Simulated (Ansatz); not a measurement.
Relaxed-ion elastic tensor of AlN in space group P6_3mc (No. 186; Al on 2a, Al on 2b, N on 2a, N on 2b) in GPa (Voigt order), PBEsol in the plane-wave PAW code Ansatz; density 3.25 g/cm³, 10.48 Å³ per atom.

```
      1     2     3    4    5    6
-  ----  ----  ----  ---  ---  ---
1   376   142  92.1  0.0  0.0  0.0
2   142   376  92.1  0.0  0.0  0.0
3  92.1  92.1   402  0.0  0.0  0.0
4   0.0   0.0   0.0  106  0.0  0.0
5   0.0   0.0   0.0  0.0  106  0.0
6   0.0   0.0   0.0  0.0  0.0  117
```

Question: Is the crystal mechanically stable?

Answer: Yes: the smallest eigenvalue of C is 106 GPa.

Question: Work out the Voigt, Reuss and Hill averages.

Answer: K_V = 201, K_R = 200, K_H = 201; G_V = 121, G_R = 118, G_H = 119 GPa.

Question: Give Young's modulus, Poisson's ratio, Pugh's ratio and the universal anisotropy index.

Answer: E = 9KG/(3K + G) = 299 GPa; ν = 0.25; K/G = 1.68 (near the Pugh limit of 1.75, no verdict); A_U = 5G_V/G_R + K_V/K_R − 6 = 0.12.

Question: Estimate the sound speeds and the Debye temperature.

Answer: v_l = √((K + 4G/3)/ρ) = 10500 m/s, v_t = √(G/ρ) = 6060 m/s, mean 6730 m/s; Θ = (h/k)(3n/4πV)^(1/3) v_m = 916 K.

Question: Solve the Christoffel equation for the three sound speeds along x, y, z.

Answer: Eigenvalues of C_ijkl n_j n_l equal ρv² (piezoelectric stiffening left out). In km/s, slowest first: x 5.70, 5.99, 10.75; y 5.70, 5.99, 10.75; z 5.70, 5.70, 11.12.

Question: How much does each axis shrink under pressure?

Answer: Linear compressibilities β_i = Σ_j S_ij (j = 1 to 3): x 1.6, y 1.6, z 1.7 per TPa.

A made-up cell: these elements were put on the sites of a structure type. Its sites differ from those of the usual phase in this space group: another stacking or structure type. The PBEsol relaxation kept the symmetry of its start; its stability against distortions is not shown here.

Potentials: the later of the program's two PAW sets.
